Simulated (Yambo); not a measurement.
```xyz
2
Lattice="0.0000 3.2709 3.2709 3.2709 0.0000 3.2709 3.2709 3.2709 0.0000" Properties=species:S:1:pos:R:3 pbc="T T T"
Te     0.0000     0.0000     0.0000
Pb     3.2709     3.2709     3.2709
```

PbTe (rock salt, space group Fm-3m, No. 225): G0W0@PBEsol in Yambo (4×4×4 Γ-centred k mesh, 131 bands and a 8 Ry block in the screening, 131 bands in G with the Bruneval-Gonze terminator, plasmon pole fitted at 27.2 eV) on wavefunctions from Quantum ESPRESSO. With the symmetry operations that carry no fractional translation, the mesh has 8 irreducible k points, and the gap L → L is 1.183 eV.

**Question.** What changes when point-group symmetry is switched off and time reversal alone is kept?

**Answer.** The mesh then has 36 irreducible points. The exact result doesn't change; the run gives 1.179 eV, and the difference is numerical residue, whose source wasn't traced. Rough time against the symmetric run: about 5× for the empty bands, about 4× for Yambo (2 states against 4).

Spin-orbit coupling is not included.

Geometry of the Materials Project entry, not relaxed at this level.
